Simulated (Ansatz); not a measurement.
Elastic constants of ScCu: input and output

Method: DFT LDA, scalar-relativistic, plane waves, PAW in Ansatz.

Launched with:
```bash
ansatz run input.yaml --threads 1 --pin off --max-ram 3072MiB --backend cpu --events-out ev --progress --plain --runs-dir out
```

Input (bare energies are in eV):
```yaml
crystal:
  lattice:
    - [3.1681999649, 0.0, 0.0]
    - [0.0, 3.1681999649, 0.0]
    - [0.0, 0.0, 3.1681999649]
  atoms:
    - { symbol: Sc, position: [0.5, 0.5, 0.5] }
    - { symbol: Cu, position: [0.0, 0.0, 0.0] }
basis:
  ecutwfc: 420
kpoints:
  mp_grid: { grid: [14, 14, 14] }
hamiltonian:
  xc: lda
scf:
  occupations: { method: fermi_dirac, width: 0.15 }
output:
  forces: true
  stress: true
  eigenvalues: true
elastic:
  mode: relaxed_ion
  amplitude: 0.005
```

From the output:
```
--- Elastic constants: 2 strain directions × 4 members + reference (group order 48) ---
  dense FFT box of the reference and of every strained cell: 24×24×24
  strains applied: 11, 23; error gains: componentwise 1.00 (the most a stress slope's error grows in a printed constant), spectral 1.73 (1 for all six strains in a standard setting)
  C = ∂σ_k/∂η_j (tension-positive GPa; Voigt order 11 22 33 23 13 12):
       148.348     86.080     86.080     -0.000     -0.000     -0.000
        86.080    148.348     86.080     -0.000     -0.000     -0.000
        86.080     86.080    148.348     -0.000     -0.000     -0.000
        -0.000     -0.000     -0.000     54.673      0.000      0.000
         0.000      0.000     -0.000      0.000     54.673      0.000
        -0.000      0.000      0.000      0.000     -0.000     54.673
  reference stress σ⁰ (GPa):     -0.000     -0.000     -0.000     -0.000     -0.000      0.000
  C* (energy form; C + prestress term) asymmetry max|C*_kj − C*_jk| = 2.842e-14 GPa — a small one proves nothing (zero by symmetry where the batch's group is 432, −43m or m−3m); a large one is finite-difference/SCF noise where every solve ...
  moduli (Voigt/Reuss/Hill, GPa): K = 106.84/106.84/106.84   G = 45.26/41.98/43.62   E = 115.18   ν = 0.320
  mechanically stable: yes (min eigenvalue of sym C = 54.67 GPa)
  strain η (Voigt 11):  stress-route row diagonal C_11 = 148.35 GPa, energy-path curvature d²(F+E_count+ΔE)/dδ²/Ω₀ = 148.38 GPa
    cells at ±δ against ±2δ: C11 148.36 and 148.41 GPa, apart by 0.03 % of the column's largest entry
         δ    σ_11 (GPa) F (eV) n_scf n_hpsi n_pw
    -1.000e-2      -1.5204       -8645.3414985       9  110720    638   relax 0 steps, max|allowed force component| 3.18e-29 eV/Å
    -5.000e-3      -0.7510       -8645.3426241       3   75686    638   relax 0 steps, max|allowed force component| 1.58e-30 eV/Å
     5.000e-3       0.7327       -8645.3426273       5   98515    641   relax 0 steps, max|allowed force component| 3.45e-30 eV/Å
     1.000e-2       1.4478       -8645.3415439       7   89696    647   relax 0 steps, max|allowed force component| 9.86e-32 eV/Å
  strain η (Voigt 23):  stress-route row diagonal C_44 = 54.67 GPa, energy-path curvature d²(F+E_count+ΔE)/dδ²/Ω₀ = 54.68 GPa
    cells at ±δ against ±2δ: C44 54.68 and 54.70 GPa, apart by 0.04 % of the column's largest entry
         δ    σ_23 (GPa) F (eV) n_scf n_hpsi n_pw
    -1.000e-2      -0.5470       -8645.3424507       8  183127    639   relax 0 steps, max|allowed force component| 1.07e-28 eV/Å
    -5.000e-3      -0.2734       -8645.3428581       4  124619    639   relax 0 steps, max|allowed force component| 5.36e-29 eV/Å
     5.000e-3       0.2734       -8645.3428581       4  123335    639   relax 0 steps, max|allowed force component| 5.60e-29 eV/Å
     1.000e-2       0.5470       -8645.3424507       6  133811    639   relax 0 steps, max|allowed force component| 1.08e-28 eV/Å
```

The run took 110 s on 1 thread of Arm Neoverse V1, with other jobs on the host, peak memory 0.55 GiB.

In a metal, frequencies and elastic constants depend on the k mesh and the smearing, soft modes and shear constants most.